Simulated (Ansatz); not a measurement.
## Kick test of a cell of AlMo3C

The structure comes from a generated guess, relaxed at this level; another structure or a mixture of phases may lie lower.

Method: DFT PBE, scalar-relativistic, plane waves, PAW (Ansatz 0.2.0). Plane waves to 420 eV, a k mesh through Γ of 10×10×10 on the computed 5-atom cell and Gaussian smearing (0.10 eV); no spin polarisation.

The cell below (5 atoms, space group Pm-3m (No. 221)) is relaxed within its symmetry.

```
Al Mo C
1.0
     4.14403    0.00000    0.00000
     0.00000    4.14403    0.00000
     0.00000    0.00000    4.14403
Al Mo C
1 3 1
Direct
  0.00000 0.00000 0.00000
  0.00000 0.50000 0.50000
  0.50000 0.00000 0.50000
  0.50000 0.50000 0.00000
  0.50000 0.50000 0.50000
```

For the test a repeat of it with 10 atoms (edges 4.14, 4.14, 8.29 Å) was strained at random (σ = 1.5 % a component), the atoms were moved at random (σ = 0.10 Å), and all was relaxed again on a coarse 6×6×4 mesh (in the run’s order of axes) with 0.20 eV smearing, with no symmetry imposed.

Task: Does it come back?

Result: It returns, within 1 meV/atom of the unmoved cell on that mesh and with the same symmetry when read at 0.1 Å. No instability shows in this cell; modes of other wave vectors, which need another repeat, aren't tested.
